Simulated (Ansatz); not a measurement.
Data:

S:
```yaml
crystal:
  lattice:
    - [8.39164, 0.00000, 0.00000]
    - [0.00000, 13.43178, 0.00000]
    - [-5.09679, 0.00000, 8.06077]
  atoms:
    - { symbol: S, position: [0.64528, 0.65055, 0.32038] }
    - { symbol: S, position: [0.35472, 0.34945, 0.67962] }
    - { symbol: S, position: [0.35472, 0.65055, 0.17962] }
    - { symbol: S, position: [0.64528, 0.34945, 0.82038] }
    - { symbol: S, position: [0.80676, 0.42082, 0.33837] }
    - { symbol: S, position: [0.19324, 0.57918, 0.66163] }
    - { symbol: S, position: [0.19324, 0.42082, 0.16163] }
    - { symbol: S, position: [0.80676, 0.57918, 0.83837] }
    - { symbol: S, position: [0.74347, 0.55450, 0.21531] }
    - { symbol: S, position: [0.25653, 0.44550, 0.78469] }
    - { symbol: S, position: [0.25653, 0.55450, 0.28469] }
    - { symbol: S, position: [0.74347, 0.44550, 0.71531] }
    - { symbol: S, position: [0.58549, 0.32399, 0.20339] }
    - { symbol: S, position: [0.41451, 0.67601, 0.79661] }
    - { symbol: S, position: [0.41451, 0.32399, 0.29661] }
    - { symbol: S, position: [0.58549, 0.67601, 0.70339] }
    - { symbol: S, position: [0.08297, 0.20776, 0.87749] }
    - { symbol: S, position: [0.91703, 0.79224, 0.12251] }
    - { symbol: S, position: [0.91703, 0.20776, 0.62251] }
    - { symbol: S, position: [0.08297, 0.79224, 0.37749] }
    - { symbol: S, position: [0.24684, 0.97767, 0.01295] }
    - { symbol: S, position: [0.75316, 0.02233, 0.98705] }
    - { symbol: S, position: [0.75316, 0.97767, 0.48705] }
    - { symbol: S, position: [0.24684, 0.02233, 0.51295] }
    - { symbol: S, position: [0.30590, 0.11264, 0.94892] }
    - { symbol: S, position: [0.69410, 0.88736, 0.05108] }
    - { symbol: S, position: [0.69410, 0.11264, 0.55108] }
    - { symbol: S, position: [0.30590, 0.88736, 0.44892] }
    - { symbol: S, position: [0.14513, 0.88221, 0.81454] }
    - { symbol: S, position: [0.85487, 0.11779, 0.18546] }
    - { symbol: S, position: [0.85487, 0.88221, 0.68546] }
    - { symbol: S, position: [0.14513, 0.11779, 0.31454] }
```

This is the r²SCAN-relaxed structure. Tensor components refer to the Cartesian frame of this cell.

All from plane-wave PAW r²SCAN (Ansatz code), unless another level is named. Give the band gap.

2.60 eV (smallest direct gap 2.62 eV).

Predict the conduction-band minimum.

off the standard path, at k = (0.010, 0.000, 0.312).

Space group P2/c. The first step of the workflow began from a Materials Project structure, measured or hypothetical; the Crystallography Open Database files this formula in space group No. 13, but the cells were not matched. It is not the phase usual at ambient conditions (space group No. 70). Symmetry was held in the r²SCAN relaxation; its stability against distortions is not shown here. A crystal of weakly bound molecules computed without a dispersion correction: the cell and the soft elastic constants depend strongly on that.

Potentials: the earlier of the program's two PAW sets.
